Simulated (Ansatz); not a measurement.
## How far is PAW off for Sb?

```
CELL_PARAMETERS angstrom
3.16000 0.00000 0.00000
0.00000 3.16000 0.00000
0.00000 0.00000 3.16000
ATOMIC_POSITIONS crystal
Sb 0.00000 0.00000 0.00000
```

The cell comes from COD entry 9013008, which wasn't checked; take it as a given geometry.

No spin–orbit coupling, which matters for the heavy atoms here.

Methods: DFT, PBEsol, PAW with Ansatz's default frozen-core files, scalar-relativistic (Ansatz 0.2.0); DFT, PBEsol, all-electron LAPW, scalar-relativistic (Ansatz 0.2.0).

For PAW: a Γ-centred 13×13×13 k mesh, Fermi–Dirac smearing of 0.05 eV, cutoff 420 eV, no spin polarisation; the PAW files were made with PBE, and the program remakes their frozen cores for this functional. LAPW targets a basis error of 1 meV/atom. The Ansatz runs share mesh, smearing and spin set-up. Plane-wave (PAW) pressures include the program's estimate of the Pulay term.

Stress and pressure are positive in compression.

Levels count from the Fermi level.

PAW results:

```tsv
quantity	PAW
pressure (GPa)	-4.91
highest filled level at X (eV)	-5.256
lowest empty level at X (eV)	4.898
highest filled level at R (eV)	-1.543
lowest empty level at R (eV)	4.895
```

Task: What does full-potential LAPW give for the same quantities?

Result: 
```json
{"quantity": "pressure (GPa)", "LAPW": "-4.90"}
{"quantity": "highest filled level at X (eV)", "LAPW": "-5.258"}
{"quantity": "lowest empty level at X (eV)", "LAPW": "4.895"}
{"quantity": "highest filled level at R (eV)", "LAPW": "-1.545"}
{"quantity": "lowest empty level at R (eV)", "LAPW": "4.896"}
```
